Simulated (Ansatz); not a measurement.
With the program Ansatz at the r²SCAN+D4 level (PAW), B3HN3 in the orthorhombic phase (Cmc2_1; Pearson symbol oS28) relaxes to a = 7.540 Å, b = 4.343 Å, c = 6.826 Å. N on 4a has 3 nearest neighbours from 1.47 Å (trigonal planar); B on 8b has 3 nearest neighbours from 1.43 Å (trigonal planar); N on 8b has 3 nearest neighbours from 1.43 Å (trigonal planar). Its formation energy from the elements is -0.88 eV/atom, with no fitted shifts.

Electronic character: metallic (no gap).

The bulk modulus is 74.6 GPa. Bader charges are B +2.12 to +2.29, N -2.24 to -2.05, H -0.17 e.

The start of the workflow was typed in or built on a structure type; neither database checked (COD, Materials Project) lists it. Its standing as an ambient phase is unchecked. Symmetry was held in the r²SCAN+D4 relaxation; its stability against distortions is not shown here. The volume moved by -19 % from the start of the relaxation. The references are the lowest solids computed at this level, not always the standard phases (solids in place of the gases).

Potentials: the earlier of the program's two PAW sets.
